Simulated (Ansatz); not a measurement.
CsSrF3 (cubic perovskite)

```xyz
5
Lattice="4.7639 0.0000 0.0000 0.0000 4.7639 0.0000 0.0000 0.0000 4.7639" Properties=species:S:1:pos:R:3 pbc="T T T"
Cs     0.0000     0.0000     0.0000
Sr     2.3820     2.3820     2.3820
F      0.0000     2.3820     2.3820
F      2.3820     0.0000     2.3820
F      2.3820     2.3820     0.0000
```

The slice is a {100} plane (indices of the conventional cell) through the point (0.500, 0.500, 0.000) (fractional), spanned by u = [100] and v = [010] in vectors of this cell: u (4.76 Å) and v (4.76 Å, at 90° to u). It covers one period; positions are fractions (u, v).

The numbers are results of r2SCAN (plane waves to 500 eV, PAW, scalar-relativistic; Ansatz, an electronic-structure program), not measurements. k mesh 7×7×7. These are valence fields of a PAW run, semicore shells included where kept as valence: close to a nucleus they are smooth pseudo fields. CsSrF3 was relaxed with its symmetry unable to fall.

Question: Predict the map of the electrostatic potential energy of an electron, from the cell's mean on the slice.

Answer: 
```
|xxxxxxx@@@@%%%%%%%%%%%@@@@xxxxxx|
|xxxxxxx@@@%%%%#####%%%%@@@xxxxxx|
|xxxxxxx@@@%%#########%%@@@xxxxxx|
|xxxxxx@@@%%##*******##%%@@@xxxxx|
|xxxxx@@@%%#***+++++***#%%@@@xxxx|
|xxxx@@@%%#*++==---==++*#%%@@@xxx|
|@@@@@@%%#*+=-:.   .:-=+*#%%@@@@@|
|@@@@@%%#*+-:         :-+*#%%@@@@|
|@@@@%%#*+-.           .-+*#%%@@@|
|@@%%%#*+-.   xxxxxxx   .-+*#%%%@|
|%%%%#*+=:   xxxxxxxxx   :=+*#%%%|
|%%%##*+-   xxxxxxxxxxx   -+*##%%|
|%%%#**=:  xxxxxxxxxxxxx  :=**#%%|
|%%##*+=.  xxxxxxxxxxxxx  .=+*##%|
|%%##*+-   xxxxxxxxxxxxx   -+*##%|
|%%##*+-   xxxxxxxxxxxxx   -+*##%|
|%%##*+-   xxxxxxxxxxxxx   -+*##%|
|%%##*+=.  xxxxxxxxxxxxx  .=+*##%|
|%%%#**=:  xxxxxxxxxxxxx  :=**#%%|
|%%%##*+-   xxxxxxxxxxx   -+*##%%|
|%%%%#*+=:   xxxxxxxxx   :=+*#%%%|
|@@%%%#*+-.   xxxxxxx   .-+*#%%%@|
|@@@@%%#*+-.           .-+*#%%@@@|
|@@@@@%%#*+-:         :-+*#%%@@@@|
|@@@@@@%%#*+=-:.   .:-=+*#%%@@@@@|
|xxxx@@@%%#*++==---==++*#%%@@@xxx|
|xxxxx@@@%%#***+++++***#%%@@@xxxx|
|xxxxxx@@@%%##*******##%%@@@xxxxx|
|xxxxxxx@@@%%#########%%@@@xxxxxx|
|xxxxxxx@@@%%%%#####%%%%@@@xxxxxx|
|xxxxxxx@@@@%%%%%%%%%%%@@@@xxxxxx|
|xxxxxxx@@@@%%%%%%%%%%%@@@@xxxxxx|
```
Scale: ten equal steps from -1.00 (start of ' ') to 7.30 (end of '@'), in the order ' .:-=+*#%@'. Values: electrostatic potential energy of an electron, from the cell's mean, in eV. The map has 32 points along u (one character each, u = 0 at the left) and 32 along v (v = 0 in the bottom row). Points within 1 Å of a nucleus are blanked (x), as the pseudised field means little there. Values under -1 eV are set to -1. The zero, the cell's mean, hangs on the PAW cores.
